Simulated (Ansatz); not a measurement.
Here is the system:

ZnSO₄:
```cif
data_O4SZn
_chemical_formula_sum 'Zn1 S1 O4'
_space_group_name_H-M_alt 'P 1'
_space_group_IT_number 1
_cell_length_a 5.50996
_cell_length_b 5.50996
_cell_length_c 5.50996
_cell_angle_alpha 60.000
_cell_angle_beta 60.000
_cell_angle_gamma 60.000
loop_
_space_group_symop_operation_xyz
  'x, y, z'
loop_
_atom_site_label
_atom_site_type_symbol
_atom_site_fract_x
_atom_site_fract_y
_atom_site_fract_z
_atom_site_occupancy
Zn1 Zn 0.75000 0.75000 0.75000 1
S1 S 0.00000 0.00000 0.00000 1
O1 O 0.89094 0.32719 0.89094 1
O2 O 0.32719 0.89094 0.89094 1
O3 O 0.89094 0.89094 0.89094 1
O4 O 0.89094 0.89094 0.32719 1
```

This is the PBEsol-relaxed structure.

### Question
All from PBEsol (plane waves, PAW; program Ansatz), unless another level is named. Predict the formation energy from the elements (no fitted shifts).

### Answer
-1.38 eV/atom.

### Question
What about the HSE06 gap on the PBEsol cell?

### Answer
6.48 eV.

### Question
Give the electron effective mass.

### Answer
0.51 mₑ (isotropic).

### Question
Next, the weight of the conduction-edge state by species (Voronoi cells)?

### Answer
O 54 %, Zn 34 %, S 12 %.

### Question
And the weight of the valence-edge state by species (Voronoi cells)?

### Answer
O 98 %.

### Question
Give the valence-band maximum.

### Answer
on the Γ–L line, 92 % of the way from Γ.

Space group F-43m. The workflow started from a Materials Project entry (that database holds measured and hypothetical structures alike); the Crystallography Open Database files this formula in space group No. 216, but the cells were not matched. Whether it is the stable phase at ambient conditions was not checked. The cell was relaxed with PBEsol under the symmetry of its start; its stability against distortions is not shown here. The references are the lowest solids computed at this level, not always the standard phases (solids in place of the gases).

Potentials: the later of the program's two PAW sets.
